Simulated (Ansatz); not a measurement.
In$_{7}$Te$_{10}$:
```cif
data_In42Te60
_chemical_formula_sum 'In42 Te60'
_space_group_name_H-M_alt 'R32 :H'
_space_group_IT_number 155
_space_group_name_Hall 'R 3 2"'
_cell_length_a 15.26883
_cell_length_b 15.26883
_cell_length_c 19.20367
_cell_angle_alpha 90.000
_cell_angle_beta 90.000
_cell_angle_gamma 120.000
loop_
_atom_site_label
_atom_site_type_symbol
_atom_site_symmetry_multiplicity
_atom_site_Wyckoff_symbol
_atom_site_fract_x
_atom_site_fract_y
_atom_site_fract_z
_atom_site_occupancy
In1 In 18 f 0.25130 0.33745 0.08398 1
In2 In 18 f 0.19381 0.11391 0.22885 1
In3 In 6 c 0.00000 0.00000 0.42700 1
Te1 Te 18 f 0.56373 0.02983 0.10451 1
Te2 Te 9 d 0.16963 0.16963 0.00000 1
Te3 Te 18 f 0.19159 0.04974 0.36904 1
Te4 Te 9 e 0.59139 0.59139 0.50000 1
Te5 Te 6 c 0.00000 0.00000 0.16512 1
```
(The calculation used a cell of 34 atoms; values per cell refer to that cell.)

Relaxed with r²SCAN.

Problem. Which orbitals make up the states near the band edges in the program Ansatz at the r²SCAN level (PAW)?

Solution. Top 1 eV of the valence band: Te 5p 90 %, In 5p 6 %. Bottom 1 eV of the conduction band: Te 5p 43 %, In 5s 36 %, In 5p 12 %. Projections are on Löwdin-orthogonalised atomic valence shells; empty p or d shells of many metals are not among them.

Problem. Tabulate the density of states.

Solution. States/eV per cell of 34 atoms, in 0.25 eV bins, energy from the valence-band maximum.

```csv
E (eV),total,Te 5p,In 5p,In 5s
-7.85,0.00,0.00,0.00,0.00
-7.60,0.00,0.00,0.00,0.00
-7.35,0.00,0.00,0.00,0.00
-7.10,0.00,0.00,0.00,0.00
-6.85,0.00,0.00,0.00,0.00
-6.60,0.00,0.00,0.00,0.00
-6.35,0.00,0.00,0.00,0.00
-6.10,8.00,2.51,0.60,4.52
-5.85,2.25,1.01,0.09,1.08
-5.60,29.99,13.18,1.25,14.19
-5.35,31.27,13.73,1.50,13.57
-5.10,7.53,3.23,0.32,3.01
-4.85,15.79,7.03,0.65,5.60
-4.60,9.00,4.11,0.48,2.83
-4.35,7.47,3.63,0.85,2.09
-4.10,0.72,0.34,0.07,0.21
-3.85,0.00,0.00,0.00,0.00
-3.60,11.00,6.90,3.64,0.17
-3.35,21.10,13.34,6.62,0.52
-3.10,17.35,11.42,4.96,0.50
-2.85,24.15,16.44,6.48,0.59
-2.60,30.14,21.40,7.28,0.63
-2.35,29.85,21.91,6.51,0.63
-2.10,30.21,23.20,5.66,0.53
-1.85,42.57,34.09,6.82,0.53
-1.60,38.88,31.32,5.67,0.55
-1.35,38.79,31.69,5.03,0.45
-1.10,26.26,21.98,3.05,0.29
-0.85,25.70,22.53,2.16,0.25
-0.60,15.98,14.13,1.30,0.20
-0.35,8.03,7.46,0.34,0.07
-0.10,15.99,15.29,0.38,0.07
0.15,0.00,0.00,0.00,0.00
0.40,0.00,0.00,0.00,0.00
0.65,0.00,0.00,0.00,0.00
0.90,0.00,0.00,0.00,0.00
1.15,0.00,0.00,0.00,0.00
1.40,4.73,1.94,0.60,1.75
1.65,19.05,8.15,2.22,6.94
1.90,21.52,9.38,2.41,7.81
2.15,26.70,11.72,3.15,9.55
2.40,22.75,10.35,2.72,7.78
2.65,9.26,4.34,0.95,3.27
2.90,6.47,1.44,3.31,0.49
3.15,17.72,4.14,9.24,1.23
3.40,20.95,5.02,11.12,1.07
3.65,27.87,6.25,15.77,0.80
3.90,24.53,5.43,13.80,0.65
4.15,30.22,6.68,16.71,0.64
4.40,29.29,6.45,16.14,0.49
4.65,20.56,4.02,11.22,0.28
4.90,26.73,5.11,14.32,0.33
```

The first step of the workflow began from a Materials Project structure, measured or hypothetical; the Crystallography Open Database files this formula in space group No. 155, but the cells were not matched. Whether it is the stable phase at ambient conditions was not checked. Symmetry was held in the r²SCAN relaxation; its stability against distortions is not shown here. Scalar-relativistic: spin–orbit coupling is off unless named, which matters more the heavier the elements.

Potentials: the later of the program's two PAW sets.
